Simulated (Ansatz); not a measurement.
One crystal and one scan (energy against volume) at two levels, r2SCAN (plane waves to 500 eV, PAW, scalar-relativistic; Ansatz, a quantum-chemistry and plane-wave program) and PBE (plane waves to 420 eV, PAW, scalar-relativistic; Ansatz), each from its own relaxed cell and on its own mesh. The cell shown is that of r2SCAN.

Y (hcp, Mg type)

```xyz
2
Lattice="3.6826 0.0000 0.0000 -1.8413 3.1892 0.0000 0.0000 0.0000 5.6985" Properties=species:S:1:pos:R:3 pbc="T T T"
Y      0.0000     2.1261     4.2739
Y      1.8413     1.0631     1.4246
```

The volume is varied about the relaxed value V₀ at fixed cell shape. Symmetry pins the atoms to their sites.

The energy includes the smearing's −TS. Y is run without spin polarisation. Y was relaxed with its symmetry unable to fall. With the shape held, the modulus is that of even scaling; a crystal free to change shape is softer. Percentages come from the unrounded values. Both scans cover V/V₀ from 0.840 to 1.160.

Results of r2SCAN:

| Property | Result |
|---|---|
| Lattice constant a (Å) | 3.683 |
| Lattice constant c (Å) | 5.698 |
| Relaxed volume (Å³/atom) | 33.46 |
| Energy cost of the largest compression (meV/atom) | 136 |
| Bulk modulus at fixed cell shape B₀ (third-order Birch-Murnaghan fit) (GPa) | 40.4 |

Problem. Estimate the PBE values.

Solution. 
```csv
quantity,PBE,r2SCAN − PBE
Lattice constant a (Å),3.656,+0.027 (+0.7 %)
Lattice constant c (Å),5.679,+0.019 (+0.3 %)
Relaxed volume (Å³/atom),32.86,+0.60 (+1.8 %)
Energy cost of the largest compression (meV/atom),134,+2 (+2 %)
Bulk modulus at fixed cell shape B₀ (third-order Birch-Murnaghan fit) (GPa),40.6,-0.2 (-0.4 %)
```

r2SCAN gives the higher value for: lattice constant a; lattice constant c; relaxed volume. They agree on: bulk modulus at fixed cell shape B₀ (within 1.5 %).

(Under strain, the slope of the energy per volume gives the stress and its curvature an elastic modulus.)
